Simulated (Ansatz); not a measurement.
A single-point run of Ansatz (plane waves, PAW) on CaCdF4 on the sites of the fluorite structure (relaxed group P4/mmm), with the lines that name the functional removed. Cell and atoms come from a relaxation with r2SCAN.

```
CELL_PARAMETERS angstrom
3.82867 0.00000 0.00000
0.00000 3.82867 0.00000
0.00000 0.00000 5.41486
ATOMIC_POSITIONS crystal
Cd 0.00000 0.00000 0.00000
F 0.00000 0.50000 0.75077
F 0.00000 0.50000 0.24923
Ca 0.50000 0.50000 0.50000
F 0.50000 0.00000 0.24923
F 0.50000 0.00000 0.75077
```

```
Crystal: 6 atoms, lattice volume = 79.375 Å³
Basis set: ecut = 420 eV, 1523 PW (Γ)
Bands: 34, of which v1, the nominal top of the filled ones, is band 29 counted from 1 (28 counted from 0)
Symmetry: 16 space group operations
Space group: P4/mmm (ITA 123)
k-points: 18 of 64
[warm-up without exact exchange]
SCF 1 stopped early in 2 iterations: F = -13311.920034 eV  dr2 = 2.94e-5
[exact exchange on]
SCF 2 stopped early in 6 iterations: F = -13315.990013 eV  dr2 = 1.87e-6
hybrid outer 1: dexx = +3.314e-2 eV, tail = 7.71e-5 eV
SCF 3 converged in 5 iterations: F = -13315.990515 eV  dr2 = 7.90e-10
hybrid outer 2: dexx = +1.456e-6 eV, tail = 5.62e-8 eV, Δε = 5.03e-3 eV, ΔF = 5.10e-3 eV/Å
hybrid SCF converged: 2 outer / 11 inner (+2 warm-up)
Free energy (F): -13315.990515 eV
Fermi energy:    3.180298 eV
--- Per-component energies (eV) ---
  E_band       = -846.821205
  E_kinetic    = 1621.667066
  E_local      = -6345.133065
  E_nonlocal   = 389.755859
  E_hartree    = 2672.615514
  E_xc         = -489.117668
  E_vxc        = -619.303268
  E_exx        = -248.679532
  E_paw        = -5651.034961
  E_vpaw       = -741.691442
  E_ewald      = -5265.201513
  E_core_change = -0.870402
--- Forces (eV/Å), atoms counted from 1 ---
  atom   1  Cd      0.00000      0.00000      0.00000
  atom   2  F       0.00000      0.00000    -0.00843
  atom   3  F       0.00000      0.00000      0.00843
  atom   4  Ca      0.00000      0.00000      0.00000
  atom   5  F       0.00000      0.00000      0.00843
  atom   6  F       0.00000      0.00000    -0.00843
--- Stress (GPa, compression-positive) ---
        1.360236       0.000000       0.000000
        0.000000       1.360236       0.000000
        0.000000       0.000000       1.338316
  P = ⅓ Tr σ = 1.3529 GPa (13.529 kbar)
--- Band table (eV; the first three rows and the last of 18) ---
  k-point 0: bands = […, 2.2879, 2.3089, 2.3089, 2.6539, 2.9608, 2.9608, 10.3224, 14.5403, 15.9266, 16.5541, …]
  k-point 1: bands = […, 1.7887, 2.2866, 2.2866, 2.6201, 2.9030, 2.9030, 10.8474, 14.4081, 15.3822, 15.9233, …]
  k-point 2: bands = […, 1.6847, 2.2328, 2.2328, 2.5917, 2.8451, 2.8451, 11.5704, 13.5918, 15.3198, 15.9199, …]
  k-point 17: bands = […, 1.9883, 1.9883, 2.3650, 2.5508, 2.5626, 3.1803, 14.3569, 14.3733, 15.8210, 15.8210, …]
```

The file bands.tsv (bands near the Fermi energy, numbered from 0, rounded):
```tsv
# k_distance	band_24	band_25	band_26	band_27	band_28	band_29	band_30	band_31	band_32
# fermi_ev = 3.180298
# [0, 0, 0] at k_distance = 0.000000
# [0, 0.5, 0] at k_distance = 0.820543
# [0.5, 0.5, 0] at k_distance = 1.641086
# [0, 0, 0.5] at k_distance = 2.938465
# [0, 0.5, 0.5] at k_distance = 3.759008
# [0.5, 0.5, 0.5] at k_distance = 4.579551
# levels_relative_to = fermi_ev
0.000	-0.871	-0.871	-0.526	-0.219	-0.219	7.142	11.360	12.746	13.374
0.821	-1.385	-1.336	-0.838	-0.452	-0.365	9.815	11.135	12.457	12.553
1.641	-0.531	-0.521	-0.490	-0.490	-0.093	10.370	11.815	12.262	13.373
2.938	-0.947	-0.947	-0.589	-0.335	-0.335	8.390	10.411	12.140	12.740
3.759	-1.543	-1.511	-1.430	-0.888	-0.681	10.101	12.310	12.489	12.505
4.580	-1.192	-0.815	-0.629	-0.618	0.000	11.177	11.193	12.641	12.641
```
In order the rows are Γ, X, M, Z, R, A.

**Question.** Which level of theory was used?
A. r2SCAN
B. r2SCAN0
C. PBE0
D. DDH-PBE0

**Answer.** C. PBE0. The exchange loop and the term E_exx show exact exchange. With PBE0 the valence top lies at A and the conduction bottom at Γ, 7.14 eV higher; the smallest vertical gap, at Γ, is 7.36 eV. Among hybrids the size of the gap and of E_exx follows the share and range of exact exchange. The stress of a hybrid is loosely converged here. The log narrows the family; the member has to be judged from the numbers.

It took 26 s on 1 × NVIDIA H100 80GB HBM3 with 2 threads of AMD EPYC 7R13 Processor (Zen 3), on a shared host; peak host memory 2.1 GiB.

Spin-unpolarised throughout. Whether this structure exists isn't addressed.

Spin-orbit coupling is left out.

The meshes of the hybrids are coarse, so their gaps aren't converged to the digits shown.
